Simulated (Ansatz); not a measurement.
Mg₃SnO:
```
CELL_PARAMETERS angstrom
      4.34518     0.00000     0.00000
      0.00000     4.34518     0.00000
      0.00000     0.00000     4.34518
ATOMIC_POSITIONS crystal
  Sn 0.00000 0.00000 0.00000
  O  0.50000 0.50000 0.50000
  Mg 0.50000 0.50000 0.00000
  Mg 0.50000 0.00000 0.50000
  Mg 0.00000 0.50000 0.50000
```

Relaxed with r²SCAN. Special points in fractions of this cell's reciprocal vectors: Γ (0.000, 0.000, 0.000); X (0.000, 0.500, 0.000); M (0.500, 0.500, 0.000); R (0.500, 0.500, 0.500).

Question: List the band energies nearest the Fermi level at these points for plane-wave PAW r²SCAN with spin–orbit coupling (Ansatz code).

Answer: In eV from the Fermi level; about four levels below and three above (degenerate sets whole), none deeper than 8.9 eV; points with the same levels are listed once.

| k | below | above |
|---|---|---|
| Γ | -0.51 -0.51 -0.51 -0.51 | 0.61 0.61 0.61 0.61 |
| X | -0.93 -0.93 -0.68 -0.68 | 1.75 1.75 3.48 3.48 |
| M | -2.97 -2.97 -0.50 -0.50 | 0.29 0.29 2.82 2.82 |
| R | -3.83 -3.83 -3.83 -3.83 | 1.67 1.67 1.67 1.67 |

Space group Pm-3m (anti-perovskite). The start of the workflow was typed in or built on a structure type; neither database checked (COD, Materials Project) lists it. Its standing as an ambient phase is unchecked. The cell was relaxed with r²SCAN under the symmetry of its start; whether a distortion lowers the energy is not shown.

Potentials: the later of the program's two PAW sets.
